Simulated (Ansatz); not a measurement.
Level of theory: DFT PBE, scalar-relativistic, plane waves, PAW in Ansatz 0.2.0. All cells share a 420 eV cutoff and Γ-centred k meshes spaced at most about 0.3 Å⁻¹ (about 0.25 or finer for metals, 2π included). No spin polarisation in the final relaxations.

Temperature and zero-point effects are left out.

Two relaxed structures of MgH2Ir2:

1.

```
CELL_PARAMETERS angstrom
4.31248 0.00000 0.00000
-2.15624 3.73472 0.00000
0.00000 0.00000 3.44069
ATOMIC_POSITIONS crystal
Mg 0.00000 0.00000 0.00000
H 0.33333 0.66667 0.23244
H 0.66667 0.33333 0.76756
Ir 0.66667 0.33333 0.27080
Ir 0.33333 0.66667 0.72920
```

2.

```
CELL_PARAMETERS angstrom
-1.89944 1.89944 4.24907
1.89944 -1.89944 4.24907
1.89944 1.89944 -4.24907
ATOMIC_POSITIONS crystal
Mg 0.00000 0.00000 0.00000
H 0.70541 0.70541 0.00000
H 0.29459 0.29459 0.00000
Ir 0.25000 0.75000 0.50000
Ir 0.75000 0.25000 0.50000
```

Question: Which would you expect to be lower, and how large is the difference?

Answer: Cell 2 is lower, by 247 meV/atom. Cell 1 has space group P-3m1 (No. 164), 11.1 Å³/atom and no gap on its mesh; cell 2 has space group I4/mmm (No. 139), 12.3 Å³/atom and no gap. Counting H atoms around Ir and Mg (those within 1.25 times the shortest such distance or 1.15 times the sum of covalent radii; the shortest distance is added where it is long for a bond), cell 1 has Mg 6 from 2.6 Å, Ir 2 and cell 2 has Mg 2 from 2.5 Å, Ir 4. The lower one is the more open, so pressure narrows the difference. Even the lower one lies +0.09 eV/atom against the reference forms of the elements (uncorrected), a margin that errors in the energy of the gaseous reference can exceed. In cell 1, around Mg lie 6 H at 2.62 Å and 6 Ir at 2.66 Å; H is surrounded by 2 Ir at 1.71–1.73 Å, 3 Ir at 2.49 Å and 3 Mg at 2.62 Å; around Ir lie 2 H at 1.71–1.73 Å, 3 H at 2.49 Å and 3 Mg at 2.66 Å. In cell 2, Mg has 2 H at 2.50 Å and 8 Ir at 2.85 Å; H is surrounded by 4 Ir at 1.94 Å and 1 Mg at 2.50 Å; Ir is surrounded by 4 H at 1.94 Å, 4 Ir at 2.69 Å and 4 Mg at 2.85 Å. Both come from invented guesses.

These runs have no spin–orbit coupling, which can matter for Ir. With hydrogen, zero-point motion can shift such differences by 10 meV/atom or more. Cells relaxed within their symmetry can be saddle points.
